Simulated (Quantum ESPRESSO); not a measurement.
Ta4V4, input and log of a self-consistent run

A calculation, not a measurement. The program is pw.x of Quantum ESPRESSO 7.5 (plane-wave density functional theory). The cell is made up: eight metal atoms on a face-centred cubic lattice, with elements, volume, strain and displacements drawn at random and not relaxed, so it may be unstable or far from any real phase. PseudoDojo standard norm-conserving files set the functional (PBE unless stated); there is no spin polarisation or spin-orbit coupling, the Fermi-Dirac width of 0.25 eV means electrons at about 2900 K, and the masses in the input are unused placeholders. Heavy elements are run without spin-orbit coupling, which real alloys of them have. A spin test at this wide smearing found no moment, but such smearing suppresses magnetism that the real alloy may have.

Input:

```
&control calculation='scf', pseudo_dir='./dojo.nc.sr.pbe.v0_5.standard.upf', outdir='./o', disk_io='minimal', tprnfor=.true., tstress=.true. /
&system ibrav=0, nat=8, ntyp=2, nbnd=70, ecutwfc=84.00895049, nosym=.true., tot_charge=0,
 occupations='smearing', smearing='fd', degauss=0.0183746611
/
&electrons conv_thr=1.470e-08, electron_maxstep=70, mixing_beta=0.5 /
ATOMIC_SPECIES
Ta 1.0 Ta.upf
V 1.0 V.upf
CELL_PARAMETERS angstrom
1.9761 3.9752 1.9285
1.9609 -3.9658 1.9249
4.0199 0.0058 -3.9363
ATOMIC_POSITIONS angstrom
Ta -0.0193 0.0094 -0.001
V 2.0356 0.0389 -1.9476
Ta 2.0358 -1.9535 -0.015
V 3.9937 -1.9927 -2.0122
V 1.9766 1.9922 -0.0188
Ta 3.9806 1.9733 -1.9502
Ta 1.9931 -0.0056 1.9695
V 3.9702 0.0235 -0.0481
K_POINTS automatic
5 5 4 1 1 1
```

The log is shortened where brackets say so; the opening notice, blank lines, dates and the lines on written files are dropped, and the path of the files is cut. It prints rydbergs, bohrs and kilobars, and counts compression as positive stress. Its total energy is the free energy E - TS of the whole cell.

```
     Program PWSCF v.7.5
     Parallel version (MPI & OpenMP), running on       4 processor cores
     Number of MPI processes:                 4
     Threads/MPI process:                     1
     [start-up lines left out]
     bravais-lattice index     =            0
     lattice parameter (alat)  =       9.1464  a.u.
     unit-cell volume          =     830.2839 (a.u.)^3
     number of atoms/cell      =            8
     number of atomic types    =            2
     number of electrons       =       104.00
     number of Kohn-Sham states=           70
     kinetic-energy cutoff     =      84.0090  Ry
     charge density cutoff     =     336.0358  Ry
     scf convergence threshold =      1.5E-08
     mixing beta               =       0.5000
     number of iterations used =            8  plain     mixing
     Exchange-correlation= PBE
                           (   1   4   3   4   0   0   0)
     [axes and pseudopotential details left out]
   Cartesian axes
     site n.     atom                  positions (alat units)
         1        Ta     tau(   1) = (  -0.0039875   0.0019421  -0.0002066  )
         2        V      tau(   2) = (   0.4205722   0.0080371  -0.4023907  )
         3        Ta     tau(   3) = (   0.4206136  -0.4036097  -0.0030991  )
         4        V      tau(   4) = (   0.8251323  -0.4117087  -0.4157376  )
         5        V      tau(   5) = (   0.4083823   0.4116054  -0.0038842  )
         6        Ta     tau(   6) = (   0.8224258   0.4077005  -0.4029279  )
         7        Ta     tau(   7) = (   0.4117914  -0.0011570   0.4069154  )
         8        V      tau(   8) = (   0.8202770   0.0048553  -0.0099379  )
     number of k points=    50  Fermi-Dirac smearing, width (Ry)=  0.0184
                       cart. coord. in units 2pi/alat
        k(    1) = (   0.1982013  -0.0004015   0.0487102), wk =   0.0400000
        k(    2) = (   0.3486715  -0.0006198  -0.1050240), wk =   0.0400000
     [further k points left out]
     Dense  grid:    86409 G-vectors     FFT dimensions: (  54,  54,  64)
     Estimated max dynamical RAM per process >     300.07 MB
     Estimated total dynamical RAM >       1.11 GB
     Initial potential from superposition of free atoms
     starting charge     103.9922, renormalised to     104.0000
     Starting wfcs are   80 randomized atomic wfcs
     total cpu time spent up to now is        4.6 secs
     per-process dynamical memory:   234.9 Mb
     Self-consistent Calculation
     iteration #  1     ecut=    84.01 Ry     beta= 0.50
     Davidson diagonalization with overlap
     ethr =  1.00E-02,  avg # of iterations =  2.7
     Threshold (ethr) on eigenvalues was too large:
     Diagonalizing with lowered threshold
     Davidson diagonalization with overlap
     ethr =  1.89E-04,  avg # of iterations =  5.2
     total cpu time spent up to now is       26.5 secs
     total energy              =   -1111.12938708 Ry
     estimated scf accuracy    <       0.28827025 Ry
     iteration #  2     ecut=    84.01 Ry     beta= 0.50
     Davidson diagonalization with overlap
     ethr =  2.77E-04,  avg # of iterations =  2.0
     total cpu time spent up to now is       36.0 secs
     total energy              =   -1111.13076031 Ry
     estimated scf accuracy    <       0.11417430 Ry
     iteration #  3     ecut=    84.01 Ry     beta= 0.50
     Davidson diagonalization with overlap
     ethr =  1.10E-04,  avg # of iterations =  6.3
     total cpu time spent up to now is       48.3 secs
     total energy              =   -1111.01861222 Ry
     estimated scf accuracy    <       3.15349008 Ry
     iteration #  4     ecut=    84.01 Ry     beta= 0.50
     Davidson diagonalization with overlap
     ethr =  1.10E-04,  avg # of iterations =  5.9
     total cpu time spent up to now is       59.8 secs
     total energy              =   -1111.16485595 Ry
     estimated scf accuracy    <       0.15173968 Ry
     iteration #  5     ecut=    84.01 Ry     beta= 0.50
     Davidson diagonalization with overlap
     ethr =  1.10E-04,  avg # of iterations =  1.9
     total cpu time spent up to now is       68.3 secs
     total energy              =   -1111.17428716 Ry
     estimated scf accuracy    <       0.07190469 Ry
     [iterations 6 to 13 left out]
     iteration # 14     ecut=    84.01 Ry     beta= 0.50
     Davidson diagonalization with overlap
     ethr =  4.14E-09,  avg # of iterations =  1.3
     total cpu time spent up to now is      156.0 secs
     total energy              =   -1111.18115523 Ry
     estimated scf accuracy    <       0.00000341 Ry
     iteration # 15     ecut=    84.01 Ry     beta= 0.50
     Davidson diagonalization with overlap
     ethr =  3.28E-09,  avg # of iterations =  1.0
     total cpu time spent up to now is      163.9 secs
     total energy              =   -1111.18115543 Ry
     estimated scf accuracy    <       0.00000017 Ry
     iteration # 16     ecut=    84.01 Ry     beta= 0.50
     Davidson diagonalization with overlap
     ethr =  1.61E-10,  avg # of iterations =  4.0
     total cpu time spent up to now is      174.1 secs
     total energy              =   -1111.18115544 Ry
     estimated scf accuracy    <       0.00000022 Ry
     iteration # 17     ecut=    84.01 Ry     beta= 0.50
     Davidson diagonalization with overlap
     ethr =  1.61E-10,  avg # of iterations =  2.0
     total cpu time spent up to now is      182.7 secs
     total energy              =   -1111.18115545 Ry
     estimated scf accuracy    <       0.00000032 Ry
     iteration # 18     ecut=    84.01 Ry     beta= 0.50
     Davidson diagonalization with overlap
     ethr =  1.61E-10,  avg # of iterations =  1.0
     total cpu time spent up to now is      190.6 secs
     End of self-consistent calculation
     [lines on levels left out]
!    total energy              =   -1111.18115546 Ry
     estimated scf accuracy    <          5.1E-09 Ry
     smearing contrib. (-TS)   =      -0.17542350 Ry
     internal energy E=F+TS    =   -1111.00573196 Ry
     The total energy is F=E-TS. E is the sum of the following terms:
     one-electron contribution =    -246.34673127 Ry
     hartree contribution      =     176.34375698 Ry
     xc contribution           =    -210.36746897 Ry
     ewald contribution        =    -830.63528870 Ry
     convergence has been achieved in  18 iterations
     Forces acting on atoms (cartesian axes, Ry/au):
     atom    1 type  1   force =     0.02251364   -0.01194035    0.01330610
     atom    2 type  2   force =    -0.01051403   -0.01050330   -0.00439415
     atom    3 type  1   force =     0.01924854   -0.00260074   -0.05009247
     atom    4 type  2   force =    -0.02094679    0.00813899    0.02677114
     atom    5 type  2   force =     0.03344124   -0.00257969   -0.00659558
     atom    6 type  1   force =    -0.03272608    0.01002383    0.03397538
     atom    7 type  1   force =    -0.01511459    0.01183579   -0.02228008
     atom    8 type  2   force =     0.00409807   -0.00237453    0.00930964
     Total force =     0.098200     Total SCF correction =     0.000128
     Computing stress (Cartesian axis) and pressure
          total   stress  (Ry/bohr**3)                   (kbar)     P=      159.40
   0.00116153   0.00000798   0.00006924          170.87        1.17       10.19
   0.00000798   0.00118375  -0.00001066            1.17      174.14       -1.57
   0.00006924  -0.00001066   0.00090539           10.19       -1.57      133.19
     init_run     :      4.37s CPU      4.57s WALL (       1 calls)
     electrons    :    181.65s CPU    185.94s WALL (       1 calls)
     forces       :      1.82s CPU      1.82s WALL (       1 calls)
     stress       :      6.25s CPU      6.25s WALL (       1 calls)
     [timing details left out]
     PWSCF        :   3m14.17s CPU   3m18.69s WALL
     JOB DONE.
```

In other units: free energy -15118.390 eV for the cell, pressure 15.94 GPa, largest force component 1.288 eV/Å in size. The run took 200 s of wall time with four MPI processes on a shared machine (Intel Xeon, 2023 or later, virtual cores), so the time is rough. A rerun of this cell at a higher cutoff and on a denser mesh moved values by no more than 0.013 eV in energy, 0.14 GPa in stress and 0.004 eV/Å in force, and a second program with other atomic files agreed on that cell to 2 % rms in force and 0.5 GPa in pressure.